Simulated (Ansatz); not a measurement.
BaIrO₃: constraining the magnetisation

BaIrO₃ is taken as an experimental structure (space group Pm-3m), 5 atoms in the cell. Source: COD entry 2002425, which need not be the ambient phase.

```yaml
crystal:
  lattice:
    - [4.10090, 0.00000, 0.00000]
    - [0.00000, 4.10090, 0.00000]
    - [0.00000, 0.00000, 4.10090]
  atoms:
    - { symbol: Ir, position: [0.00000, 0.00000, 0.00000] }
    - { symbol: Ba, position: [0.50000, 0.50000, 0.50000] }
    - { symbol: O, position: [0.50000, 0.00000, 0.00000] }
    - { symbol: O, position: [0.00000, 0.50000, 0.00000] }
    - { symbol: O, position: [0.00000, 0.00000, 0.50000] }
```

Site labels below count the atoms in this order, from 1.

Theory: DFT, r2SCAN, PAW, plane waves, scalar-relativistic (Ansatz development build ahead of 0.2.0).

```yaml
plane_wave_cutoff: 500 eV
k_point_mesh: 5×5×5 (Γ-centred)
occupations: Fermi–Dirac smearing, 0.03 eV
valence_electrons: 45
```

Moments by site are taken inside atomic spheres; the rest lies between them.

A small moment in a metal is sensitive to the mesh and the smearing.

For a metal this mesh leaves errors of several meV/atom.

Each run fixes N↑ − N↓ and starts with that moment spread in parallel over the Ir atoms; no search for lower states follows. Energies are free energies per cell above the lowest run, the runs with a free moment included. Each row is one local solution, which need not be the lowest state at that M. The run at M = 0 starts without moments and gives the spin-unpolarised solution. The cell holds one magnetic atom, so only parallel order fits; orders in a larger cell may lie lower.

The run at M = 1.18 μB took 5.1 s on 2 threads of Intel(R) Xeon(R) Platinum 8259CL CPU @ 2.50GHz, with other jobs on the host, peak memory 0.54 GiB.

| fixed M (μB/cell) | F − F(lowest) (meV/cell) | moments of Ir1 O3 O4 O5 (μB) |
| --- | --- | --- |
| 0.00 | 20 | 0.00 0.00 0.00 0.00 |
| 0.29 | ? | ? |
| 0.59 | 10 | 0.27 0.07 0.07 0.07 |
| 0.88 | ? | ? |
| 1.18 | 0 | 0.55 0.14 0.14 0.14 |
| 1.47 | 16 | 0.74 0.15 0.15 0.15 |
| 1.77 | 18 | 0.94 0.17 0.17 0.17 |
| 2.06 | 43 | 1.11 0.18 0.18 0.18 |
| 2.36 | 232 | 1.26 0.22 0.22 0.22 |

**Question.** Fill in the row for M = 0.29 μB.

**Answer.** 16 meV; moments Ir1 0.13, O3 0.04, O4 0.04, O5 0.04 μB.

**Question.** Fill in the row for M = 0.88 μB.

**Answer.** 2 meV; moments Ir1 0.41, O3 0.10, O4 0.10, O5 0.10 μB.

With the constraint released: “usual moment scaled by 0.1, free total moment [Ir1 0.10 μB]” ends at 1.21 μB, 0 meV; “usual moment, free total moment [Ir1 1.00 μB]” ends at 1.21 μB, 0 meV.
